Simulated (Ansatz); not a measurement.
SrTiO$_{3}$:
```xyz
5
Lattice="3.8947 0.0000 0.0000 0.0000 3.8947 0.0000 0.0000 0.0000 3.8947" Properties=species:S:1:pos:R:3 pbc="T T T"
Sr     0.0000     0.0000     0.0000
Ti     1.9473     1.9473     1.9473
O      1.9473     0.0000     1.9473
O      0.0000     1.9473     1.9473
O      1.9473     1.9473     0.0000
```

Relaxed with HSE06. Special points in fractions of this cell's reciprocal vectors: Γ (0.000, 0.000, 0.000); X (0.000, 0.500, 0.000); M (0.500, 0.500, 0.000); R (0.500, 0.500, 0.500).

### Question
List the band energies nearest the valence-band maximum at these points for plane-wave PAW HSE06 (Ansatz code).

### Answer
In eV from the valence-band maximum; about four levels below and three above (degenerate sets whole), none deeper than 8.9 eV; points with the same levels are listed once.

```csv
k,below,above
Γ,-1.28 -1.28 -1.28 -0.36 -0.36 -0.36,3.36 3.36 3.36
X,-2.52 -2.52 -2.09 -0.78 -0.78,3.55 5.50 5.50
M,-1.94 -1.70 -1.70 -0.09,5.52 5.52 6.09
R,-4.04 -4.04 -4.04 0.00 0.00 0.00,6.33 6.33 6.33
```

Space group Pm-3m (cubic perovskite). Symmetry was held in the HSE06 relaxation. No spin polarisation was allowed. The hybrid was solved on a coarse mesh, the path and, where they were found, the r²SCAN edge points; its band edges are the extreme levels among these. Scalar-relativistic: spin–orbit coupling is off unless named, which matters more the heavier the elements.

Potentials: the earlier of the program's two PAW sets.
